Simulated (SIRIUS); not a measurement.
Consider a self-consistent single point of SnO (Cmce, 8 atoms in the cell; from Materials Project mp-545820, changed as shown).

```
CELL_PARAMETERS angstrom
      2.70061    -2.70148     0.00000
      2.70061     2.70148     0.00000
      0.00000     0.00000    10.08639
ATOMIC_POSITIONS crystal
  Sn 0.73655 0.26345 0.86386
  Sn 0.26345 0.73655 0.13614
  Sn 0.76345 0.23655 0.36386
  Sn 0.23655 0.76345 0.63614
  O  0.26194 0.23806 0.25000
  O  0.73806 0.76194 0.75000
  O  0.23806 0.26194 0.75000
  O  0.76194 0.73806 0.25000
```

Computed with PBEsol, PseudoDojo 0.4 standard norm-conserving PBEsol (tails mended) pseudopotentials (plane waves; SIRIUS 7.12.0).

SIRIUS settings:

```
setting                                                                                                          value
--------------------------------------  ------------------------------------------------------------------------------
parameters.ngridk                                                                                                4 4 2
parameters.xc_functionals                                                         [XC_GGA_X_PBE_SOL, XC_GGA_C_PBE_SOL]
parameters.gk_cutoff                                                                                      9.165 1/bohr
parameters.pw_cutoff                                                                                     18.331 1/bohr
parameters.smearing                                                                                           gaussian
parameters.smearing_width                                                                                0.00999582 Ha
potentials                              PseudoDojo 0.4 standard norm-conserving PBEsol (tails mended) pseudopotentials
parameters.electronic_structure_method                                                                 pseudopotential
parameters.num_bands                                                                                                48
parameters.num_mag_dims                                                                                              0
parameters.num_dft_iter                                                                                            100
parameters.energy_tol                                                                                         1e-07 Ha
parameters.density_tol                                                                                           1e-06
mixer.type                                                                                                    anderson
mixer.beta                                                                                                         0.7
mixer.use_hartree                                                                                                 true
```

Results:

```
Quantity                                                   Value
------------------------------------------------  --------------
Number of valence electrons                                   80
Number of bands                                               48
Number of k-points after the program's reduction              14
Number of plane waves (most at a k-point)                  12971
Number of SCF iterations                                      18
FFT grid                                           45 × 45 × 120
Free energy E − TS                                -10357.6251 eV
Pressure                                               -0.84 GPa
Largest force (vector length)                         0.168 eV/Å
```

Forces (eV/Å):
```csv
atom,Fx,Fy,Fz
Sn1,0.000,-0.056,0.159
Sn2,0.000,0.056,-0.159
Sn3,0.000,0.056,0.159
Sn4,0.000,-0.056,-0.159
O5,0.000,-0.005,0.000
O6,0.000,0.005,0.000
O7,0.000,0.005,0.000
O8,0.000,-0.005,0.000
```

Stress (GPa, positive for compression):
```
-0.78   0.00   0.00
 0.00  -0.78   0.00
 0.00   0.00  -0.97
```

For comparison: a first run was changed to give this one (volume scaled by 0.94), and from it to this one the free energy goes down by 24.3 meV/atom, the pressure goes from -5.57 to -0.84 GPa and the largest force goes from 0.655 to 0.168 eV/Å.

The structure comes from a collection of computed structures, made at another level of theory; the collection holds predicted forms beside known ones. Its lattice was then scaled. No clean gap shows at this smearing width and mesh (spacing up to 0.41 Å⁻¹); the mesh is coarse for partly filled bands, so the values carry mesh errors. Semi-local functionals can close small gaps.

Cost on one core: very roughly 2.7 core-minutes.

“Tails mended”: in these copies of the files the far tail of each local potential was reset to the Coulomb form.
